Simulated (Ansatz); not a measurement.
Relaxed candidate structures of W:

A. Fm-3m (No. 225), cF4, fcc (Cu type); a = 3.998 Å, b = 3.998 Å, c = 3.998 Å, α = 90.00°, β = 90.00°, γ = 90.00°; W 4a (0.000, 0.000, 0.000)

B. Pm-3n (No. 223), cP8; a = 5.033 Å, b = 5.033 Å, c = 5.033 Å, α = 90.00°, β = 90.00°, γ = 90.00°; W 2a (0.000, 0.000, 0.000); W 6c (0.000, 0.500, 0.250)

C. R-3m, hexagonal axes (No. 166), hR1; a = b = 2.9683 Å, c = 6.3291 Å, α = β = 90.00°, γ = 120.00°; W 3a (0.000, 0.000, 0.000)

D. Im-3m (No. 229), cI2, bcc (W type); a = b = c = 3.1543 Å, α = β = γ = 90.00°; W 2a (0.000, 0.000, 0.000)

Problem. Put the candidates in order of energy per atom, lowest first, for PBEsol (plane waves to 420 eV, PAW, scalar-relativistic; Ansatz, an electronic-structure program).

Solution. D (reference, the lowest of the structures calculated here), B (+0.09 eV/atom), C (+0.42 eV/atom), A (+0.49 eV/atom)

Each run could gain symmetry but not lose that of its start, so entries can be saddle points. From databases, or of a type measured for this composition: Fm-3m, cF4, fcc (Cu type); Pm-3n, cP8; Im-3m, cI2, bcc (W type); the others are generated cells (placed on structure types, drawn at random, substituted or restacked) that were not matched to a known phase here. Static energies at zero pressure. No spin polarisation in the result.
